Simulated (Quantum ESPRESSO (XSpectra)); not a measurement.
Quantum ESPRESSO (XSpectra) run for X-ray absorption at the Si K edge of SiO2 (P6₄22). Geometry: Materials Project entry mp-10851 (a computed structure). The cell is the entry's, not relaxed again. The ground-state test found a gap, so occupations are fixed and the excited electron is left out (charged cell on a uniform background); energies count from the highest occupied level. pw.x input:

```
&CONTROL
  calculation = 'scf'
  prefix = 'x'
  pseudo_dir = './pseudo'
  outdir = './out'
/
&SYSTEM
  ibrav = 0
  nat = 27
  ntyp = 3
  ecutwfc = 70
  tot_charge = 1
  occupations = 'fixed'
/
&ELECTRONS
  conv_thr = 2.7e-07
  mixing_beta = 0.4
/
ATOMIC_SPECIES
Sih 28.085 Si.lda-tm-gipaw-star1s.UPF
Si 28.085 Si.lda-tm-gipaw.UPF
O 15.999 O.lda-tm-gipaw.UPF
CELL_PARAMETERS angstrom
  -2.530260027   -4.382538923   -5.541350000
   2.530260027   -4.382538923    5.541350000
  -5.060520054    0.000000000    5.541350000
ATOMIC_POSITIONS crystal
Sih    0.388888890    0.111111110    0.611111110
Si     0.055555557    0.444444443    0.944444443
Si     0.722222223    0.777777777    0.277777777
Si     0.500000000    0.500000000    0.000000000
Si     0.166666667    0.833333333    0.333333333
Si     0.833333333    0.166666667    0.666666667
Si     0.111111110    0.388888890    0.388888890
Si     0.777777777    0.722222223    0.722222223
Si     0.444444443    0.055555557    0.055555557
O      0.930827223    0.277777777    0.486382777
O      0.597493890    0.611111110    0.819716110
O      0.264160557    0.944444443    0.153049443
O      0.041938333    0.375271667    0.166666667
O      0.708605000    0.708605000    0.500000000
O      0.375271667    0.041938333    0.833333333
O      0.277777777    0.930827223    0.513617223
O      0.944444443    0.264160557    0.846950557
O      0.611111110    0.597493890    0.180283890
O      0.180283890    0.611111110    0.402506110
O      0.846950557    0.944444443    0.735839443
O      0.513617223    0.277777777    0.069172777
O      0.291395000    0.291395000    0.500000000
O      0.958061667    0.624728333    0.833333333
O      0.624728333    0.958061667    0.166666667
O      0.277777777    0.513617223    0.930827223
O      0.944444443    0.846950557    0.264160557
O      0.611111110    0.180283890    0.597493890
K_POINTS automatic
2 2 2 0 0 0
```

xspectra.x input:

```
&input_xspectra
  calculation = 'xanes_dipole'
  edge = 'K'
  prefix = 'x'
  outdir = './out'
  xonly_plot = .false.
  xiabs = 1
  xcoordcrys = .false.
  xepsilon(1) = 1.0
  xepsilon(2) = 0.0
  xepsilon(3) = 0.0
  xniter = 1500
  xcheck_conv = 50
  xerror = 0.002
  x_save_file = 'x0.sav'
/
&plot
  xnepoint = 451
  xemin = -5.0
  xemax = 40.0
  xgamma = 0.7
  terminator = .true.
  cut_occ_states = .true.
/
&pseudos
  filecore = 'core.wfc'
/
&cut_occ
  cut_desmooth = 0.1
  cut_stepl = 0.01
  cut_ierror = 1e-6
/
3 3 3 1 1 1
```

End of the pw.x output:

```
     0.0240   0.1677   0.2094   0.3437   0.4002   0.5328   0.5983   0.7739
     0.8622   0.9288   1.0808   1.2360   1.4832   1.5463   1.7779   1.8013

          k =-0.4943 0.0000-0.4514 ( 24580 PWs)   bands (ev):

   -19.2224 -17.7568 -17.6542 -17.5975 -16.6588 -16.5404 -16.4062 -16.1938
   -16.0611 -15.8125 -15.4948 -15.2862 -15.1572 -15.0576 -15.0295 -14.9679
   -14.9084 -14.8274  -9.5976  -7.7818  -7.4534  -7.1772  -6.5610  -6.2055
    -5.6701  -5.2374  -5.0680  -4.4404  -4.3878  -4.3203  -3.9446  -3.8263
    -3.7282  -3.5250  -3.2380  -2.9571  -2.6838  -2.4568  -2.2819  -2.0782
    -2.0579  -1.3770  -1.2248  -1.1903  -1.0704  -1.0134  -0.9947  -0.8507
    -0.7558  -0.6277  -0.5157  -0.4607  -0.3398  -0.2179  -0.1713  -0.1451
    -0.0211   0.0237   0.1544   0.2907   0.4521   0.5537   0.6595   0.7530
     0.8889   0.9914   1.1760   1.2723   1.3846   1.6000   1.7325   1.7833

     highest occupied level (ev):     1.8043

!    total energy              =    -700.98725625 Ry
     estimated scf accuracy    <       0.00000003 Ry

     The total energy is the sum of the following terms:
     one-electron contribution =    -366.34872614 Ry
     hartree contribution      =     253.15251927 Ry
     xc contribution           =    -196.84114116 Ry
     ewald contribution        =    -390.94990822 Ry

     convergence has been achieved in  11 iterations

     XML data file, charge density, pseudopotentials, collected wavefunctions
```

xspectra.x output, shortened:

```
... Begin STEP 1 ...

        Radial transition matrix element(s) used in the calculation of the
        initial vector of the Lanczos basis (|tilde{phi}_abs> normalized)
        | For PAW proj. (l=1) #1: radial matrix element =   0.024474362
        | For PAW proj. (l=1) #2: radial matrix element =   0.030304530

NB: the     7 k-point are not all listed below because npool=  4
        |-------------------------------------------------------------
        ! k-point #     1:  (-0.1648, -0.2854,  0.0752),  0.0741,   1
        |-------------------------------------------------------------
 okvan= F
        |   Norm of the initial Lanczos vector: 0.19166823E-01
        !   => CONVERGED at iter    550 with error=  0.00193241
        |-------------------------------------------------------------
        ! k-point #     2:  (-0.4943, -0.2854,  0.2257),  0.0741,   1
        |-------------------------------------------------------------
 okvan= F
        |   Norm of the initial Lanczos vector: 0.19166844E-01
        !   => CONVERGED at iter    600 with error=  0.00130031
        |-------------------------------------------------------------
        ! k-point #     3:  (-0.8238, -0.2854,  0.3762),  0.0741,   1
        |-------------------------------------------------------------
 okvan= F
        |   Norm of the initial Lanczos vector: 0.19166823E-01
        !   => CONVERGED at iter    550 with error=  0.00198857
        |-------------------------------------------------------------

        ...
... Begin STEP 2 ...

     The spectrum is calculated using the following parameters:
        energy-zero of the spectrum [eV]:    1.8043
        the occupied states are elimintate from the spectrum
        xemin [eV]:  -5.00
        xemax [eV]:  40.00
        xnepoint:  451
        constant broadening parameter [eV]:    0.700
        Core level energy [eV]:  -1839.
         (from electron binding energy of neutral atoms in X-ray data booklet)

     Cross-section successfully written in xanes.dat

     ... End STEP 2 ...

     xanes        :    114.76s CPU    115.30s WALL (       1 calls)

     -------------------------------------------------------------------------
                                END JOB XSpectra
     -------------------------------------------------------------------------
```

xanes.dat for the field along x, every fifth line (energy in eV, cross section):

```
   -5.000   1.8620e-04
   -4.500   2.0010e-04
   -4.000   2.1580e-04
   -3.500   2.3360e-04
   -3.000   2.5390e-04
   -2.500   2.7720e-04
   -2.000   3.0420e-04
   -1.500   3.3580e-04
   -1.000   3.7310e-04
   -0.500   4.1760e-04
    0.000   4.7130e-04
    0.500   5.3740e-04
    1.000   6.1970e-04
    1.500   7.2440e-04
    2.000   8.6100e-04
    2.500   1.0440e-03
    3.000   1.2980e-03
    3.500   1.6660e-03
    4.000   2.2300e-03
    4.500   3.1580e-03
    5.000   4.8230e-03
    5.500   8.1090e-03
    6.000   1.5270e-02
    6.500   2.7410e-02
    7.000   2.9160e-02
    7.500   1.8720e-02
    8.000   1.1430e-02
    8.500   7.9210e-03
    9.000   6.6030e-03
    9.500   6.4440e-03
   10.000   6.5260e-03
   10.500   6.7330e-03
   11.000   7.1030e-03
   11.500   7.0240e-03
   12.000   6.5240e-03
   12.500   5.8450e-03
   13.000   5.4170e-03
   13.500   5.4750e-03
   14.000   5.6630e-03
   14.500   5.7700e-03
   15.000   5.5420e-03
   15.500   5.1610e-03
   16.000   5.1480e-03
   16.500   5.4570e-03
   17.000   5.7460e-03
   17.500   6.1240e-03
   18.000   6.6370e-03
   18.500   6.9450e-03
   19.000   7.2530e-03
   19.500   7.4400e-03
   20.000   8.1610e-03
   20.500   9.2310e-03
   21.000   9.6900e-03
   21.500   9.3690e-03
   22.000   8.6540e-03
   22.500   7.8890e-03
   23.000   7.1090e-03
   23.500   6.5440e-03
   24.000   6.1690e-03
   24.500   6.1600e-03
   25.000   6.0740e-03
   25.500   5.6300e-03
   26.000   5.1390e-03
   26.500   4.7410e-03
   27.000   4.2950e-03
   27.500   4.0750e-03
   28.000   3.9970e-03
   28.500   3.8690e-03
   29.000   3.7720e-03
   29.500   3.5850e-03
   30.000   3.3200e-03
   30.500   3.0930e-03
   31.000   2.9310e-03
   31.500   2.9690e-03
   32.000   2.9930e-03
   32.500   2.9230e-03
   33.000   2.8620e-03
   33.500   2.8050e-03
   34.000   2.7670e-03
   34.500   2.7630e-03
   35.000   2.7490e-03
   35.500   2.6930e-03
   36.000   2.6250e-03
   36.500   2.6620e-03
   37.000   2.7670e-03
   37.500   2.7170e-03
   38.000   2.6770e-03
   38.500   2.6790e-03
   39.000   2.7060e-03
   39.500   2.7530e-03
   40.000   2.8990e-03
```
